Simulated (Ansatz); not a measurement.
Given:

ZnSnO$_{3}$:
```cif
data_O6Sn2Zn2
_chemical_formula_sum 'Zn2 Sn2 O6'
_space_group_name_H-M_alt 'P 1'
_space_group_IT_number 1
_cell_length_a 5.57655
_cell_length_b 5.57655
_cell_length_c 5.57655
_cell_angle_alpha 56.491
_cell_angle_beta 56.491
_cell_angle_gamma 56.491
loop_
_space_group_symop_operation_xyz
  'x, y, z'
loop_
_atom_site_label
_atom_site_type_symbol
_atom_site_fract_x
_atom_site_fract_y
_atom_site_fract_z
_atom_site_occupancy
Zn1 Zn 0.71546 0.71546 0.71546 1
Zn2 Zn 0.21546 0.21546 0.21546 1
Sn1 Sn 0.99778 0.99778 0.99778 1
Sn2 Sn 0.49778 0.49778 0.49778 1
O1 O 0.39425 0.78879 0.10512 1
O2 O 0.78879 0.10512 0.39425 1
O3 O 0.10512 0.39425 0.78879 1
O4 O 0.60512 0.28879 0.89425 1
O5 O 0.89425 0.60512 0.28879 1
O6 O 0.28879 0.89425 0.60512 1
```

This is the PBEsol-relaxed structure.

Q: All from DFT-PBEsol in the program Ansatz with PAW potentials, unless another level is named. Predict the Hill bulk and shear moduli.

A: 183 and 76.5 GPa.

Q: Predict the highest zone-centre frequency (without LO–TO term).

A: 668 cm⁻¹.

Space group R3c. The PBEsol relaxation kept the symmetry of its start. Scalar-relativistic: spin–orbit coupling is off unless named, which matters more the heavier the elements.

Potentials: the later of the program's two PAW sets.
